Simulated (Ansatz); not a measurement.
All numbers below come from Ansatz 0.2.0, DFT PBE, scalar-relativistic, plane waves, PAW. Settings: cutoff 420 eV, Γ-centred meshes spaced at most about 0.3 Å⁻¹, and about 0.25 Å⁻¹ or finer for metals (2π included), Gaussian smearing. No spin polarisation in the final relaxations.

These are static total energies at zero pressure.

Two forms of Cu2H3 were relaxed alike.

1. Space group P6_3/m (No. 176), hexagonal, a = 4.501 Å, c = 4.776 Å. Cu on a site of symmetry -6 has 3 H at 1.64 Å; Cu on a site of symmetry -3 is surrounded by 6 H at 1.79 Å and 2 Cu at 2.39 Å; H is surrounded by 1 Cu at 1.64 Å and 2 Cu at 1.79 Å.

2. Space group P6_3/mmc (No. 194), hexagonal, a = 2.843 Å, c = 10.693 Å. Cu on a site of symmetry -3m is surrounded by 6 H at 1.86 Å; Cu on a site of symmetry -6m2 has 3 H at 1.64 Å and 2 H at 1.79 Å; around H on a site of symmetry 3m lie 4 Cu at 1.79–1.86 Å; H on a site of symmetry -6m2 is surrounded by 3 Cu at 1.64 Å.

Question: Which is lower in energy, and by how much?

Answer: Cell 2 is lower, by 25 meV/atom. Cell 1 has space group P6_3/m (No. 176), 8.4 Å³/atom and no gap on its mesh; cell 2 has space group P6_3/mmc (No. 194), 7.5 Å³/atom and no gap. Counting H atoms around Cu (those within 1.25 times the shortest such distance or 1.15 times the sum of covalent radii; a plus sign parts nearer from farther groups; a slash parts the counts of unlike sites), cell 1 has Cu 3/6 and cell 2 has Cu 3+2/6. The denser one is the lower, and pressure would at first widen the difference. Even the lower one lies +0.30 eV/atom against the reference forms of the elements (uncorrected), so neither is stable at this level. Both come from invented guesses. A third cell relaxed alike, in C2, lies 26 meV/atom below the lower of the two.

With hydrogen, zero-point motion can shift such differences by 10 meV/atom or more. Cells relaxed within their symmetry can be saddle points.
